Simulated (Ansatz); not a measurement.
Here is the system:

CsSnI3:
```
CsSnI3
1.0
    6.26054     0.00000     0.00000
    0.00000     6.26054     0.00000
    0.00000     0.00000     6.26054
Cs Sn I
1 1 3
Direct
  0.00000   0.00000   0.00000
  0.50000   0.50000   0.50000
  0.00000   0.50000   0.50000
  0.50000   0.50000   0.00000
  0.50000   0.00000   0.50000
```

This is the HSE06-relaxed structure.

All from DFT-HSE06 in the program Ansatz with PAW potentials, unless another level is named. Give the gap with spin–orbit coupling.

0.28 eV (at the special points and the edges found without it).

What about the band gap?

0.77 eV (direct).

Predict the valence-band maximum.

at R.

Space group Pm-3m (cubic perovskite). This is a known high-temperature phase of the composition, computed here at zero pressure and temperature. The HSE06 relaxation kept the symmetry of its start; whether a distortion lowers the energy is not shown. The volume moved by 17 % from the start of the relaxation. The hybrid was solved on a coarse mesh, the path and, where they were found, the r²SCAN edge points; its band edges are the extreme levels among these. Spin–orbit coupling is left out wherever it is not named.

Potentials: the later of the program's two PAW sets.
